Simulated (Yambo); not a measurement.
Yambo run on MoS2 (space group P6_3/mmc, No. 194). The wavefunctions come from this Quantum ESPRESSO step (PBE, PseudoDojo standard norm-conserving files, scalar-relativistic):

```
&CONTROL
  calculation = 'nscf'
  pseudo_dir = './pseudo'
  outdir = './out'
/
&SYSTEM
  ibrav = 0
  nat = 6
  ntyp = 2
  ecutwfc = 80.0
  ecutrho = 320.0
  occupations = 'fixed'
  force_symmorphic = .true.
  nbnd = 94
/
&ELECTRONS
  conv_thr = 6.000000000000001e-09
  diago_full_acc = .true.
  diago_thr_init = 1e-08
/
ATOMIC_SPECIES
S 32.0600 S.upf
Mo 95.9500 Mo.upf
CELL_PARAMETERS angstrom
  3.156344992605   0.000000000000   0.000000000000
 -1.578172496303   2.733474946704   0.000000000000
  0.000000000000   0.000000000000  12.117569043000
ATOMIC_POSITIONS crystal
S   0.333333333000   0.666666667000   0.378959832400
S   0.666666666333   0.333333333667   0.621040167600
S   0.666666666333   0.333333333667   0.878959832400
S   0.333333333000   0.666666667000   0.121040167600
Mo   0.000000000000   0.000000000333   0.250000000000
Mo   0.000000000000   0.000000000333   0.750000000000
K_POINTS automatic
6 6 1 0 0 0
```

Yambo input:

```
rim_cut
gw0
dyson
el_el_corr
HF_and_locXC
ppa
em1d
RandQpts= 1000000
RandGvec= 1 Ry
EXXRLvcs= 80 Ry
VXCRLvcs= 320 Ry
Chimod= "HARTREE"
% BndsRnXp
 3 | 93 |
%
NGsBlkXp= 6 Ry
% LongDrXp
 1.0 | 1.0 | 1.0 |
%
PPAPntXp= 27.2114 eV
% GbndRnge
 1 | 93 |
%
GTermKind= "BG"
DysSolver= "n"
ExtendOut
% QPkrange
 1 | 1 | 26 | 27 |
 4 | 4 | 26 | 27 |
 5 | 5 | 26 | 27 |
 7 | 7 | 26 | 27 |
%
```

k points by index: 1 = Γ, 4 = M, 5 = (0.167, 0.167, 0), 7 = K.

Resulting energies as the program prints them:

```
#    K-point    Band    Eo [eV]    E [eV]    E-Eo [eV]    Vxc [eV]    Vnlxc [eV]    Sc|Eo [eV]    Sc|E [eV]    dSc/dw|Eo [eV]    Re(Z)    Im(Z)
#
    1    26    0.000000    0.234008    0.234008    -16.47598    -17.04189    0.864258    0.799923    -7.482378    0.784328    -0.001370
    1    27    1.939198    2.534660    0.595463    -15.55935    -11.19113    -3.612668    -3.772753    -7.314309    0.788146    -0.001399
    4    26    -1.233655    -1.175924    0.057731    -14.76925    -16.21158    1.515421    1.500053    -7.251945    0.789573    -0.001359
    4    27    1.533211    2.387736    0.854524    -18.65382    -13.66538    -3.900518    -4.133909    -7.429561    0.785516    -0.002947
    5    26    -1.464686    -1.584182    -0.119496    -14.26018    -16.70793    2.295443    2.328255    -7.463383    0.784755    -0.002111
    5    27    0.851253    1.389093    0.537840    -15.28697    -11.24397    -3.362914    -3.505164    -7.195710    0.790863    -0.001393
    7    26    -0.778116    -0.506402    0.271714    -16.37958    -16.86789    0.834144    0.760026    -7.423855    0.785653    -0.001412
    7    27    0.966755    1.701280    0.734526    -17.65656    -13.47315    -3.246868    -3.448882    -7.482873    0.784317    -0.001498
```
(The two width columns are left out.) Convergence of these settings isn't established.

Spin-orbit coupling is not included.

Geometry relaxed with PBE+D3(BJ).

The layers are not stacked as in the ordinary crystal (cation over anion).
